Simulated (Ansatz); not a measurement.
# WSi2: pressure against volume

WSi2, I4/mmm, a = 3.211 Å, c = 7.805 Å. Ansatz: r2SCAN, PAW, 500 eV, Γ-centred 18×18×18 mesh on 3 atoms, Gaussian smearing 0.10 eV; no spin polarisation. Shape and atoms are relaxed at each volume; pressure is positive in compression.

| V (Å³/atom) | P (GPa) |
| --- | --- |
| 12.609 | 16.48 |
| 13.012 | 7.58 |
| 13.414 | 0.00 |
| 13.817 | -6.45 |
| 14.219 | ? |

Q: Take V0 = 13.414 Å³/atom, fit the third-order Birch–Murnaghan form to the other rows, and predict the missing pressure.

A: With the Eulerian strain f = ½[(V0/V)^(2/3) − 1] and y = P/[3f(1 + 2f)^(5/2)], the form is the line y = B0 + 1.5 B0 (B0′ − 4) f. Rows (f, y): 0.02106, 235.3; 0.01025, 234.3; -0.00977, 231.2. Means f = 0.007180, y = 233.60; Σ(Δf)² = 0.0004894, ΣΔfΔy = 0.06643; the slope is their ratio. y = 232.6 + 135.7 f GPa, so B0 = 232.6 GPa and B0′ = 4 + 2 × (135.7)/(3 × 232.6) = 4.39. At V = 14.219, f = -0.01905, y = 230.01 and P = -11.93 GPa. The run gave -11.91 GPa, so the fit is 0.02 GPa too low, a small miss on the scale of the series. The form still works here, 33 % of the fitted range beyond its end.

Spin–orbit coupling is left out, which can shift energies with elements as heavy as these.